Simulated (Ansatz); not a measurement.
Mg5CdO6 (P4/mmm) at 2 levels of theory

One geometry, relaxed with PBE; plane waves with PAW potentials in Ansatz, scalar-relativistic. No spin polarisation. Gaps are the least over mesh and band path; pressure is positive in compression.

Space group P4/mmm (No. 123). a = 3.097 Å, b = 3.097 Å, c = 13.121 Å, α = 90.00°, β = 90.00°, γ = 90.00°
```csv
atom,site,symmetry,x,y,z
Mg,1a,4/mmm,0.0000,0.0000,0.0000
Mg,2h,4mm,0.5000,0.5000,0.1588
Mg,2g,4mm,0.0000,0.0000,0.3200
Cd,1d,4/mmm,0.5000,0.5000,0.5000
O,2g,4mm,0.0000,0.0000,0.1594
O,2h,4mm,0.5000,0.5000,0.3172
O,1b,4/mmm,0.0000,0.0000,0.5000
O,1c,4/mmm,0.5000,0.5000,0.0000
```

```csv
level,cutoff (eV),k mesh,gap (eV),pressure (GPa)
PBE,420,10×10×2,1.41,0.0
```

Q: What comes out on the same cell with r2SCAN?

A:
```tsv
level	cutoff (eV)	k mesh	gap (eV)	pressure (GPa)
r2SCAN	500	10×10×2	2.00	-5.1
```

The cell was found from a structure generator's guess, not taken from experiment.
